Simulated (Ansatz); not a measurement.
The relaxation started from an entry of Materials Project.

A relaxed structure of Te4MoBr. Space group P-1 (No. 2). These are r2SCAN (plane waves to 500 eV, PAW, scalar-relativistic; Ansatz, a program for electronic structure) values and carry that method's errors.

```cif
data_Br2Mo2Te8
_chemical_formula_sum 'Te8 Mo2 Br2'
_space_group_name_H-M_alt 'P-1'
_space_group_IT_number 2
_space_group_name_Hall '-P 1'
_cell_length_a 6.88721
_cell_length_b 8.14835
_cell_length_c 8.23205
_cell_angle_alpha 114.260
_cell_angle_beta 102.799
_cell_angle_gamma 101.187
loop_
_space_group_symop_operation_xyz
  'x, y, z'
  '-x, -y, -z'
loop_
_atom_site_label
_atom_site_type_symbol
_atom_site_symmetry_multiplicity
_atom_site_Wyckoff_symbol
_atom_site_fract_x
_atom_site_fract_y
_atom_site_fract_z
_atom_site_occupancy
Te1 Te 2 i 0.12298 0.32440 0.18194 1
Te2 Te 2 i 0.03157 0.88389 0.21475 1
Te3 Te 2 i 0.46007 0.76719 0.05437 1
Te4 Te 2 i 0.61084 0.13822 0.30345 1
Mo1 Mo 2 i 0.21747 0.00006 0.99917 1
Br1 Br 2 i 0.25302 0.40100 0.58155 1
```

Q: Predict the band gap from r2SCAN.

A: 1.06 eV, direct at U2 (no spin-orbit coupling).

The relaxed cell holds bonded Te–Te pairs (2.68 Å). No spin polarisation in the result. Spin-orbit coupling is missing; with elements this heavy it can move band edges by tenths of an eV or more.

The run could not lose the symmetry of its start.
